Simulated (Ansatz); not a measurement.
A geometry of Ga₂O₃ away from equilibrium: step 12 of the relaxation of a generated cell, Ga2O3 built in the AFLOW prototype A3B2_hP5_164_ad_d (D5_13, as in Al3Ni2). Level of theory: PBEsol (plane waves to 420 eV, PAW, scalar-relativistic; Ansatz, a first-principles code). Γ-centred k-mesh 8×8×6 on the run's cell (coarser than for final values), Fermi–Dirac smearing 0.05 eV.

```yaml
crystal:
  lattice:
    - [3.15963, 0.00000, 0.00000]
    - [-1.57981, 2.73632, 0.00000]
    - [0.00000, 0.00000, 5.31711]
  atoms:
    - { symbol: O, position: [0.00000, 0.00000, 0.00000] }
    - { symbol: O, position: [0.33333, 0.66667, 0.65565] }
    - { symbol: O, position: [0.66667, 0.33333, 0.34435] }
    - { symbol: Ga, position: [0.33333, 0.66667, 0.24345] }
    - { symbol: Ga, position: [0.66667, 0.33333, 0.75655] }
```

Q: Which atoms carry the largest force, and which way does it point?

A: 0.13 eV/Å, on O2, O3 (atoms numbered as listed); on O2 its components are (0.00, 0.00, 0.13).

Q: What is the pressure?

A: +8.3 GPa, compression positive.

No spin polarisation in the result.

The run could not lose the symmetry of its start, so the end can be a saddle point.

The end of the path is a generated cell of Ga2O3: the first start was made by placing the elements on the sites of a structure type, and the end was not matched to a known phase here, so it may be hypothetical. Known forms of Ga2O3 include space group No. 12, 167.
